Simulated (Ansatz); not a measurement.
Structures of Mg₂Si₃: which is lowest?

Plane-wave DFT in Ansatz with scalar-relativistic PAW potentials, cutoff 420 eV, Γ-centred meshes chosen by cell and gap, Gaussian smearing with energies taken to zero width. Every cell was relaxed (cell and atoms) in a run of its own, within the symmetry of its start. Functional: PBE.

Relaxed structures (starts from databases or built by putting these elements on another compound's sites):
A. R-3c, 10 atoms in the computed cell, a = 6.067 Å, c = 22.392 Å; sites (symmetry × multiplicity) Mg 3. × 12, Si .2 × 18; start: built
B. R-3m, 5 atoms in the computed cell, a = 3.560 Å, c = 27.051 Å; sites (symmetry × multiplicity) Mg 3m × 6, Si -3m × 3 + 3m × 6; start: built
C. P-3m1, 5 atoms in the computed cell, a = 3.684 Å, c = 8.526 Å; sites (symmetry × multiplicity) Mg 3m. × 2, Si -3m. × 1 + 3m. × 2; start: built

Task: Rank them by energy. Could pressure change the order?

Result:
| structure | group | E − E(lowest) (meV/atom) | V (Å³/atom) | gap on mesh (eV) |
| --- | --- | --- | --- | --- |
| C | P-3m1 | 0.0 | 20.04 | 0.00 |
| B | R-3m | 35 | 19.79 | 0.00 |
| A | R-3c | 258 | 23.80 | 0.00 |

C is lowest, 35 meV/atom under B. The two lowest differ in volume by under 3 %, too little for a first-order estimate of what pressure does to that pair (other pairs aren't weighed here); with rigid cells even 3 % in favour of the higher one would need about 9 GPa. Other structures may lie lower than all of these, and vibrations aren't counted.